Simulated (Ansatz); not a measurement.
Fields on a plane of VSi2 (space group P6_422)

```
CELL_PARAMETERS angstrom
      4.52315     0.00000     0.00000
     -2.26158     3.91716     0.00000
      0.00000     0.00000     6.32003
ATOMIC_POSITIONS crystal
  V  0.00000 0.50000 0.33333
  V  0.50000 0.00000 0.00000
  V  0.50000 0.50000 0.66667
  Si 0.83679 0.67358 0.00000
  Si 0.16321 0.83679 0.66667
  Si 0.32642 0.16321 0.33333
  Si 0.16321 0.32642 0.00000
  Si 0.83679 0.16321 0.66667
  Si 0.67358 0.83679 0.33333
```

The slice is a (-1 1 0 2) plane (indices of the conventional cell) through the point (0.674, 0.837, 0.333) (fractional), spanned by u = [110] and v = [1 -1 1] in vectors of this cell: u (4.52 Å) and v (10.07 Å, at 90° to u). It covers one period; positions are fractions (u, v).

Atoms on it: Si at (0.50, 0.66); Si at (0.00, 0.00). Other atoms lie within 1 Å of the plane.

Computed with PBEsol (plane waves to 420 eV, PAW, scalar-relativistic; Ansatz, a program for electronic structure). k mesh 12×12×8. These are valence fields of a PAW run, semicore shells included where kept as valence: close to a nucleus they are smooth pseudo fields. VSi2 is run without spin polarisation. VSi2 was relaxed with its symmetry unable to fall.

```
|xxxxxx  ##**--::--****  xxxx|
|xxxxxx==**--xxxxxx==##==xxxx|
|xxxx==##**  xxxxxx..##%%==xx|
|==**%%@@##..xxxxxx::%%@@%%**|
|::==##@@%%++  xx  ++@@@@##==|
|xxxx==%%@@%%++==++%%@@%%--xx|
|xxxx..##@@%%++--++%%@@##  xx|
|xxxx..####::xxxxxx::##**  xx|
|xx  ==**--xxxxxxxxxx--**==xx|
|--==##**xxxxxxxxxxxxxx##**==|
|==**####xxxxxxxxxxxxxx**##++|
|  ::**##..xxxxxxxxxx..**++..|
|xxxx--##++xxxxxxxxxx++**..xx|
|xxxx..**##++::..::**##**  xx|
|xxxx::++##%%%%%%%%@@%%**..xx|
|..::==++**%%@@@@@@%%**++==::|
|**********%%@@@@**..xxxx..==|
|##%%%%####%%@@##..xxxxxxxx..|
|**%%%%####%%@@**xxxxxxxxxxxx|
|++**==..::++##++xxxxxxxxxxxx|
|++::xxxxxxxx--++xxxxxxxxxx  |
|++xxxxxxxxxxxx++--xxxxxxxx==|
|++xxxxxxxxxxxx++##++--==**%%|
|**xxxxxxxxxxxx**@@%%##%%@@@@|
|%%--xxxxxxxx--##%%%%####%%@@|
|@@##==..  ::==++******##%%@@|
|@@@@%%##**--  xx..--++##%%@@|
|##%%%%%%**  xxxxxx..++######|
|xxxx==##++  xxxxxx..**##==xx|
|xxxxxx--**::xxxxxx--##==xxxx|
|xxxxxx  **++::..--**##  xxxx|
|xxxxxxxx####++==**##**xxxxxx|
```
Scale: ten equal steps from 3.00 (start of ' ') to 11.10 (end of '@'), in the order ' .:-=+*#%@'. Values: electrostatic potential energy of an electron, from the cell's mean, in eV. The map has 14 points along u (two characters each, u = 0 at the left) and 32 along v (v = 0 in the bottom row). Points within 1 Å of a nucleus are blanked (x), as the pseudised field means little there. Values under 3 eV are set to 3. The zero, the cell's mean, hangs on the PAW cores.

```tsv
v \ u	0.00	0.14	0.29	0.43	0.57	0.71	0.86
0.88	0.48	0.48	0.22	0.19	0.16	0.27	0.50
0.75	0.29	0.13	0.58	0.73	0.71	0.52	0.14
0.62	0.70	0.61	0.68	0.35	0.26	0.62	0.60
0.50	0.73	0.47	0.22	0.35	0.38	0.42	0.65
0.38	0.44	0.55	0.70	0.59	0.68	x	0.34
0.25	0.62	0.59	0.40	0.60	0.35	0.41	0.48
0.12	0.53	0.30	0.34	0.60	0.71	0.45	0.46
0.00	x	0.51	0.61	0.48	0.43	0.52	0.47
```

Values: electron localisation function (ELF). Points within 0.5 Å of a nucleus are blanked (x), as the pseudised field means little there.
